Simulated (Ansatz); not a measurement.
Structure: an ordered 8-atom cell of Ga4SbN3 on the zincblende lattice (R3m) (no longer in that coordination), at its r2SCAN minimum. It is trigonal, R3m (No. 160); a = 3.165 Å, c = 42.781 Å in the conventional setting, 15.46 Å³ an atom. N has 4 Ga at 1.94–1.99 Å; N has 4 Ga at 1.94–1.95 Å; Sb has 1 Ga at 2.70 Å and 6 Sb at 3.16 Å; Ga has 4 N at 1.94–1.95 Å; Ga has 4 N at 1.94 Å; Ga has 3 N at 1.95 Å and 1 Sb at 2.70 Å; Ga has 1 N at 1.99 Å.

```xyz
8
Lattice="1.5824 0.9136 14.2603 -1.5824 0.9136 14.2603 0.0000 -1.8271 14.2603" Properties=species:S:1:pos:R:3 pbc="T T T"
N     0.0000    0.0000    0.9927
N     0.0000    0.0000   32.1052
N     0.0000    0.0000   20.4447
Sb    0.0000    0.0000    9.5717
Ga    0.0000    0.0000   30.1576
Ga    0.0000    0.0000   18.5003
Ga    0.0000    0.0000    6.8676
Ga    0.0000    0.0000   41.7882
```

The questions ask for values computed with the PAW code Ansatz on this geometry. The calculation is non-magnetic, and the structure need not be a phase that has been made.

Given (10×10×10 mesh): With r2SCAN the bands overlap by 3.25 eV (counted from 1, band 41 peaks at Γ–S₀ (0.30 of the way from Γ) and band 42 bottoms out at F): no gap.

Task: How does the gap change from r2SCAN to PBE (10×10×10)?

Result: PBE gives no gap: the lowest nominally empty band dips 2.97 eV below the top of the last filled one (its bottom at F, the top at Γ–S₀ (0.30 of the way from Γ)), so the cell is a metal or semimetal at this level.

Task: What does PBE+SOC give for the gap (10×10×10 mesh)?

Result: PBE+SOC gives no gap: the lowest nominally empty band dips 2.98 eV below the top of the last filled one (its bottom at F, the top at Γ–S₀ (0.30 of the way from Γ)), so the cell is a metal or semimetal at this level. Spin-orbit coupling itself accounts for -0.02 eV.

Task: What do these levels agree on?

Result: No level opens a gap, but no hybrid is among them, and semilocal functionals can close a real gap.

Only the levels marked +SOC include spin-orbit coupling.

Where an edge lies off the special points, it is a point of the mesh or the k point where a search put PBE's edge or least direct gap, reused for the other functionals, whose own edges may lie a little apart.
